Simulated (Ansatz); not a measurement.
The relaxed structure here is a generated cell of Ag: the first start was made by a random draw of sites in a space group, and the end was not matched to a known phase here, so it may be hypothetical. Known forms of Ag include space group No. 225.

One starting cell of Ag (a randomly generated symmetric cell of Ag (space group No. 65)) was relaxed twice with Ansatz (plane waves, PAW, scalar-relativistic): with r2SCAN at 500 eV and with PBE at 420 eV. The r2SCAN result:

```yaml
crystal:
  lattice:
    - [2.81350, 0.00000, 0.00000]
    - [-1.40675, 2.43656, 0.00000]
    - [0.00000, 0.00000, 2.73618]
  atoms:
    - { symbol: Ag, position: [0.00000, 0.00000, 0.50000] }
```

| quantity | r2SCAN | PBE |
|---|---|---|
| space group | P6/mmm | P6/mmm |
| volume (Å³/atom) | 18.76 | 19.43 |
| a (Å) | 2.814 | 2.846 |
| c (Å) | 2.736 | 2.771 |
| gap (eV, no spin-orbit coupling) | 0.00 | 0.00 |

Both levels end in the same structure; PBE's volume is 3.6 % larger. Neither column is exact.

No spin polarisation in the result.

The run could not lose the symmetry of its start, so the end can be a saddle point.

Ansatz is an electronic-structure program.
